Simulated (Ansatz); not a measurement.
TiSi2 (C54 type, space group Fddd)

```xyz
6
Lattice="0.0000 4.1324 4.2824 2.4031 0.0000 4.2824 2.4031 4.1324 0.0000" Properties=species:S:1:pos:R:3 pbc="T T T"
Si     2.4031     5.4797     4.2824
Si     2.4031     2.7851     4.2824
Si     3.6047     4.8514     6.4236
Si     3.6047     7.5459     6.4236
Ti     0.0000     0.0000     0.0000
Ti     1.2016     2.0662     2.1412
```

The slice is a (110) plane (indices of the conventional cell) through the point (0.000, 0.000, 0.000) (fractional), spanned by u = [1 -1 0] and v = [1 1 -1] in vectors of this cell: u (4.78 Å) and v (8.56 Å, at 90° to u). It covers one period; positions are fractions (u, v).

These are PBE (plane waves to 420 eV, PAW, scalar-relativistic; Ansatz, a first-principles code) values and carry that method's errors. k mesh 13×13×13. These are valence fields of a PAW run, semicore shells included where kept as valence: close to a nucleus they are smooth pseudo fields. The PAW data are Ansatz's earlier set. TiSi2 is run without spin polarisation. TiSi2 was relaxed with its symmetry unable to fall.

Predict the map of the electron localisation function (ELF) on the slice.


```
|xxxx88110044667777776644001188xx|
|88773300114455555555554411003377|
|11000000223322111111223322000000|
|11112233220000001100000022332211|
|55555544110033778877330011445555|
|77776644001188xxxxxx881100446677|
|66665533001188xxxxxx881100335566|
|33333322000077xxxxxx770000223333|
|00112222110033778877330011222211|
|00002244552200001100002255442200|
|11114477888855221122558888774411|
|33446688999999665566999999886644|
|55667788889999887788999988887766|
|66777777777788776677887777777777|
|55667788887766443344667788887766|
|33447799998855221122558899997744|
|11225599998855110011558899995522|
|00115588999955221122559999885511|
|11225588999977443344779999885522|
|33446677888877665566778888776644|
|66778877777777776677777777778877|
|77889999888877665566778888999988|
|55669999998866443344668899999966|
|11225588887744111111447788885522|
|11000022554422000000224455220000|
|88773300112222110011222211003377|
|xxxx77000022333333333322000077xx|
|xxxx88110033556666665533001188xx|
```
Scale: ten equal steps from 0.10 (start of '0') to 0.77 (end of '9'), in the order '0123456789'. Values: electron localisation function (ELF). The map has 16 points along u (two characters each, u = 0 at the left) and 28 along v (v = 0 in the bottom row). Points within 0.5 Å of a nucleus are blanked (x), as the pseudised field means little there.
